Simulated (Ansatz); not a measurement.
Starting cell, Mo (bcc, W type):

```yaml
crystal:
  lattice:
    - [-3.16074, 3.16074, 3.16074]
    - [1.58037, -1.58037, 1.58037]
    - [1.58037, 1.58037, -1.58037]
  atoms:
    - { symbol: Mo, position: [0.00000, 0.00000, 0.00000] }
    - { symbol: Mo, position: [0.50000, 0.00000, 0.00000] }
```

In each cell atom 1 (Mo, nearest neighbour Mo at 2.737 Å; its periodic images, 2.7 Å or more away, move with it) moves by s·(0.707, 0.707, 0.000) (along Cartesian [110]), the rest being held.

All values below come from PBE (plane waves to 420 eV, PAW, scalar-relativistic; Ansatz, a program for electronic structure). k mesh 17×17×17 (Γ-centred), Fermi-Dirac smearing 0.05 eV. E stands for the smeared free energy. With partly filled bands, energies and forces of such displacements shift with the k mesh and the smearing. Mo is run without spin polarisation. Mo was relaxed with its symmetry unable to fall. The zero of ΔE is the undisplaced structure. The last digit holds for this mesh only.

```
s (Å)   ΔE (meV/cell)
------  -------------
-0.270          238.6
-0.216          151.3
-0.162       withheld
-0.108           37.4
-0.054            9.3
0.000             0.0
0.054             9.3
0.108            37.4
0.162        withheld
0.216           151.3
0.270           238.6
```

Problem. Fit an even polynomial form (powers 2, 4) to the given rows and predict ΔE at s = 0.162.

Solution. Least squares on the 9 given rows: ΔE = (3191)·s² + (1130)·s⁴, in meV/cell with s in Å; root-mean-square residual 0.03 meV/cell. At 0.162 the fit gives 84.5 meV/cell; the calculation gives 84.5 meV/cell, the same to the digits shown. The quadratic term alone would give 83.7 meV/cell.

(A displaced cell: forces are minus the slopes of the energy, force constants its curvatures, and phonons follow from these.)
